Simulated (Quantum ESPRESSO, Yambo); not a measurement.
# G0W0 results for TlCl

```xyz
2
Lattice="3.7686 0.0000 0.0000 0.0000 3.7686 0.0000 0.0000 0.0000 3.7686" Properties=species:S:1:pos:R:3 pbc="T T T"
Cl     1.8843     1.8843     1.8843
Tl     0.0000     0.0000     0.0000
```

Cell and atoms were relaxed with PBEsol from Materials Project entry mp-23167, within its symmetry.

Starting point: PBE (stringent potentials; pw.x of Quantum ESPRESSO, ONCV potentials, no spin-orbit coupling). G0W0 in Yambo: 4×4×4 Γ-centred k mesh, bands 5 to 247 and a 15 Ry block in the screening, 247 bands in G with the Bruneval-Gonze terminator, plasmon pole fitted at 27.2 eV.

- PBE gap along the band path: 1.95 eV
- PBE gap between the mesh's edge points (X → X): 1.95 eV
- G0W0 gap between the same points: 3.23 eV

```tsv
k point	band	E PBE (eV)	E QP (eV)	shift (eV)	Z
Γ	VB	-1.78	-3.14	-1.36	0.78
Γ	CB	7.65	7.85	0.19	0.83
X	VB	0.00	-1.15	-1.15	0.80
X	CB	1.95	2.07	0.12	0.83
M	VB	-1.26	-2.59	-1.33	0.78
M	CB	4.93	5.21	0.29	0.81
R	VB	-2.11	-3.32	-1.21	0.82
R	CB	2.33	2.52	0.19	0.84
```

Energies count from the PBE valence-band maximum.

Nearest settings tried, and what they do to the gap: 129 bands in G: +2 meV; 129 bands in W, 129 bands in G: -43 meV; 9 Ry block (179 vectors against 389): -92 meV. Not varied: mesh. So the settings aren't converged at that level.

Spin-orbit coupling is left out; with 6p states at a band edge it can lower the gap by many tenths of an eV, most of a small gap.
